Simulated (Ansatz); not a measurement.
Notes on La2Ga

```yaml
crystal:
  lattice:
    - [0.00000, 0.00000, 6.42863]
    - [3.96572, -3.96572, 3.21432]
    - [3.96572, 3.96572, -3.21432]
  atoms:
    - { symbol: Ga, position: [0.25000, 0.00000, 0.00000] }
    - { symbol: Ga, position: [0.75000, 0.00000, 0.00000] }
    - { symbol: La, position: [0.65430, 0.50000, 0.80860] }
    - { symbol: La, position: [0.15430, 0.19140, 0.50000] }
    - { symbol: La, position: [0.34570, 0.50000, 0.19140] }
    - { symbol: La, position: [0.84570, 0.80860, 0.50000] }
```

Level: r2SCAN, no spin polarisation; 500 eV; 7×7×7 Γ-centred mesh; gaussian occupations (width 0.0211 eV); Ansatz 0.2.0, fixed geometry.

Contacts: Ga–Ga at 3.21 Å: least valence density 0.14 e/Å³ and ELF 0.38 there. Ga–La at 3.41 Å: least valence density 0.12 e/Å³ and ELF 0.19 there. La–La at 3.46 Å: least valence density 0.10 e/Å³ and ELF 0.05 there. Both are smooth PAW fields, read partly inside the augmentation spheres.
Charges: Bader charges in e: La +0.67, Ga -1.35. In the mean La gives up most and Ga takes most.
Electronic structure: It is a metal, with about 13 states/eV a cell as the mean within 0.25 eV of the Fermi level, mostly La d (68 %) and Ga p (18 %).
Stress: The pressure is -3.7 GPa (compression positive), so with the atoms held at these fractions the cell would first shrink. The principal stresses -4.5, -3.3, -3.3 GPa differ, so its shape would change too.

Origin: a known structure type with other elements, at an estimated volume, so it need not be a known compound. Caveats: many states at the Fermi level without spin polarisation, so a magnetic state may lie lower; f levels without a U or exact exchange are poorly placed.
